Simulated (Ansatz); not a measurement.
## Pressure against volume: MgMo

```yaml
crystal:
  lattice:
    - [1.40785, -0.81282, 4.87623]
    - [0.00000, 1.62565, 4.87623]
    - [-1.40785, -0.81282, 4.87623]
  atoms:
    - { symbol: Mg, position: [0.00000, 0.00000, 0.00000] }
    - { symbol: Mo, position: [0.50000, 0.50000, 0.50000] }
```

Conventional cell: a = 2.816 Å, b = 2.816 Å, c = 14.629 Å, α = 90.00°, β = 90.00°, γ = 120.00°. Around Mg (atom 1) lie 6 Mg at 2.82 Å and 6 Mo at 2.93 Å. Around Mo (atom 2) lie 6 Mo at 2.82 Å and 6 Mg at 2.93 Å.

The cell was built from the L11 type and relaxed in the same program, and has space group R-3m; it needn't be a known or the stable phase.

All numbers are computed: DFT, PBEsol, all-electron LAPW, scalar-relativistic (Ansatz 0.2.0); DFT, PBEsol, PAW with Ansatz's default frozen-core files, scalar-relativistic (Ansatz 0.2.0).

For LAPW: a Γ-centred 13×13×13 k mesh, Fermi–Dirac smearing of 0.03 eV, basis error target 0.25 meV/atom, no spin polarisation. PAW takes a cutoff of 420 eV at this cell (files made with PBE, cores remade for this functional). The Ansatz runs share mesh, smearing and spin set-up. Plane-wave (PAW) pressures include the program's estimate of the Pulay term.

The cell above is scaled evenly, with fractional coordinates and shape held.

| V/V(cell) | V (Å³/atom) | P, LAPW (GPa) | P, PAW (GPa) |
| --- | --- | --- | --- |
| 0.9405 | 15.744 | 8.95 | 8.95 |
| 0.9700 | 16.238 | 4.19 | 4.19 |
| 1.0000 | 16.740 | 0.00 | 0.00 |
| 1.0300 | 17.242 | -3.62 | -3.61 |
| 1.0600 | 17.745 | ? | ? |

Fill in the row V/V(cell) = 1.0600.

P, LAPW (GPa) = -6.74, P, PAW (GPa) = -6.73.

What do Birch–Murnaghan fits to the pressures give?

LAPW: V0 = 16.74 Å³/atom, B0 = 130 GPa, B0′ = 3.9; PAW: V0 = 16.74 Å³/atom, B0 = 129 GPa, B0′ = 3.9.

PAW's V0 lies 0.00 % from the all-electron value and its B0 -0.1 %. With shape and internal coordinates held, B0 is an upper bound to the relaxed modulus.
